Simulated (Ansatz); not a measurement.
TiO2 in space group P3_121 (No. 152; Ti on 3a, O on 6c) at seven volumes, DFT-r²SCAN in the program Ansatz with PAW potentials, shape and atoms relaxed at each. One row is withheld.

```csv
V (Å³/atom),P (GPa)
16.336,1.03
16.875,0.60
17.413,0.29
17.952,0.00
18.490,?
19.029,-0.35
19.568,-0.54
```

### Question
Fit the shown pressures and predict the withheld one.

### Answer
P = (3/2)B₀(x^(7/2) − x^(5/2))[1 + (3/4)(B′ − 4)(x − 1)] with x = (V₀/V)^(2/3). Least squares on the six rows gives V₀ = 17.980 Å³/atom, B₀ = 8.0 GPa, B′ = 6.10. At V = 18.490, x = 0.9815 and P = -0.21 GPa. The run itself gave -0.20 GPa.

The first step of the workflow began from a Materials Project structure, measured or hypothetical; the Crystallography Open Database files this formula in space group No. 152, but the cells were not matched. It is not the phase usual at ambient conditions (space group No. 61, 136, 141). The cell was relaxed with r²SCAN under the symmetry of its start. At this level the phase is dynamically unstable (imaginary phonons). The run is not spin-polarised.

Potentials: the earlier of the program's two PAW sets.
